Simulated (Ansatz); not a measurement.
SiC:
```
SiC
1.0
    3.07588     0.00000     0.00000
   -1.53794     2.66379     0.00000
    0.00000     0.00000     5.04757
Si C
2 2
Direct
  0.66667   0.33333   0.00051
  0.33333   0.66667   0.50051
  0.66667   0.33333   0.62469
  0.33333   0.66667   0.12469
```

x, y and z are the axes in which the lattice vectors are written.

Question: Give the high-frequency dielectric tensor and the Born effective charge tensors of the independent atoms from DFPT, the program Ansatz at the PBEsol level (PAW).

Answer: 
ε∞:
```
7.02  0.00  0.00
0.00  7.02  0.00
0.00  0.00  7.39
```
Z* of atom 1 (Si), rows: field, columns: displacement, in e:
```
2.68  0.00  0.00
0.00  2.68  0.00
0.00  0.00  2.88
```
Z* of atom 3 (C), rows: field, columns: displacement, in e:
```
-2.68   0.00   0.00
 0.00  -2.68   0.00
 0.00   0.00  -2.88
```

Space group P6_3mc (wurtzite). The PBEsol relaxation kept the symmetry of its start.

Potentials: the later of the program's two PAW sets.
